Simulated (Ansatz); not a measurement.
## How the vibrations of Ti3Si change with volume

Level of theory: DFT LDA, scalar-relativistic, plane waves, PAW (Ansatz). Plane waves to 420 eV; Γ-centred k mesh 6×6×8; Fermi-Dirac smearing of 0.15 eV. No spin polarisation. Phonons by linear response, acoustic sum rule imposed.

Relaxed structure:
```cif
data_structure
_symmetry_space_group_name_H-M 'P6_3/mmc'
_symmetry_Int_Tables_number 194
_cell_length_a 5.5158
_cell_length_b 5.5158
_cell_length_c 4.4525
_cell_angle_alpha 90.000
_cell_angle_beta 90.000
_cell_angle_gamma 120.000
_cell_volume 117.31
loop_
_atom_site_label
_atom_site_type_symbol
_atom_site_symmetry_multiplicity
_atom_site_Wyckoff_symbol
_atom_site_fract_x
_atom_site_fract_y
_atom_site_fract_z
_atom_site_occupancy
Ti1 Ti 6 h 0.34273 0.17136 0.75000 1
Si1 Si 2 d 0.33333 0.66667 0.75000 1
```

In a metal, frequencies depend on the k mesh and the smearing, soft modes most.

Cells at 0.98 and 1.02 times the equilibrium volume were relaxed in shape and atoms; γ = −d ln ν / d ln V, modes matched by rank.

(1) Give the optical frequencies at Γ (cm⁻¹) at the three volumes and the mode Grüneisen parameters.

(2) What pressures hold the two strained cells, and what bulk modulus follows?

## Answers

(1)
```tsv
0.98 V	V	1.02 V	γ	degeneracy
76	77	76	-0.02	2
140	136	133	1.40	2
161	155	149	1.84	1
194	191	188	0.84	2
208	203	198	1.29	1
259	251	243	1.56	2
271	264	257	1.26	2
289	281	272	1.46	1
290	281	274	1.40	1
297	288	279	1.57	1
314	303	292	1.78	1
318	305	294	1.97	2
338	325	313	1.87	1
342	329	317	1.88	2
```

(2) 3.13 GPa at 0.98 V and -2.84 GPa at 1.02 V, so B = −dP/d ln V ≈ 149 GPa.